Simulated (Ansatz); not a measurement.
This cell of Ti (hcp, Mg type) is off equilibrium:

```
CELL_PARAMETERS angstrom
      2.93885     0.00000     0.00000
     -1.46943     2.54512     0.00000
      0.00000     0.00000     4.64996
ATOMIC_POSITIONS crystal
  Ti 0.33333 0.66667 0.75000
  Ti 0.68868 0.34945 0.25000
```

Level of theory: PBE (plane waves to 420 eV, PAW, scalar-relativistic; Ansatz, a program for electronic structure). k mesh 15×15×8 (Γ-centred), Fermi-Dirac smearing 0.05 eV. E stands for the smeared free energy. Stress and pressure are positive under compression. With partly filled bands, energies and forces of such displacements shift with the k mesh and the smearing. The PAW data are Ansatz's earlier set. Ti is run without spin polarisation. Ti was relaxed with its symmetry unable to fall.

Task: What forces act on the atoms (eV/Å, Cartesian)?

Result: 
```tsv
atom	Fx	Fy	Fz
Ti1	0.066	0.063	0.000
Ti2	-0.066	-0.063	0.000
```

Task: What is the stress tensor (GPa)?

Result: 
```
    0.5      0.5      0.0
    0.5     -0.5      0.0
    0.0      0.0      0.1
```
The pressure, a third of the trace, is 0.0 GPa.

Task: In it atom 2 sits (0.041, 0.041, 0.000) Å away from its relaxed site. What is its energy relative to the relaxed cell?

Result: 3 meV/cell.

(A displaced cell: forces are minus the slopes of the energy, force constants its curvatures, and phonons follow from these.)
